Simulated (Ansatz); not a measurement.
Space group P-3m1 (No. 164). a = 4.165 Å, b = 4.165 Å, c = 7.037 Å, α = 90.00°, β = 90.00°, γ = 120.00°
| atom | site | symmetry | x | y | z |
| --- | --- | --- | --- | --- | --- |
| Ca | 1a | -3m. | 0.0000 | 0.0000 | 0.0000 |
| Al | 2d | 3m. | 0.3333 | 0.6667 | 0.6296 |
| Ge | 2d | 3m. | 0.3333 | 0.6667 | 0.2569 |

Equation of state of this CaAl₂Ge₂ structure (not necessarily the ground state), with shape and atoms relaxed at each volume where symmetry leaves them free. It has no gap at any of these volumes. The calculation used DFT PBEsol, scalar-relativistic, plane waves, PAW in Ansatz 0.2.0.

Plane waves to 420 eV, a k mesh through Γ of 12×12×6 on the computed 5-atom cell and Gaussian smearing (0.10 eV); no spin polarisation.

```
V (Å³/atom) E − E(largest V) (meV/atom) P (GPa)
     18.602                        37.59    10.11
     19.236                         3.98     6.96
     19.870                       -18.07     4.26
     20.504                       -30.24     1.96
     21.139                       -33.97    -0.01
     21.773                       -30.50    -1.69
     22.407                       -20.86    -3.13
     23.252                         0.00    -4.70
```

Task: Fit a third-order Birch–Murnaghan equation to E(V).

Result: V0 = 21.13 Å³/atom, B0 = 61 GPa, B0' = 4.2.

Cost: 8 runs of about 8.5 core-minutes in all, on Arm Neoverse V2 (shared hosts).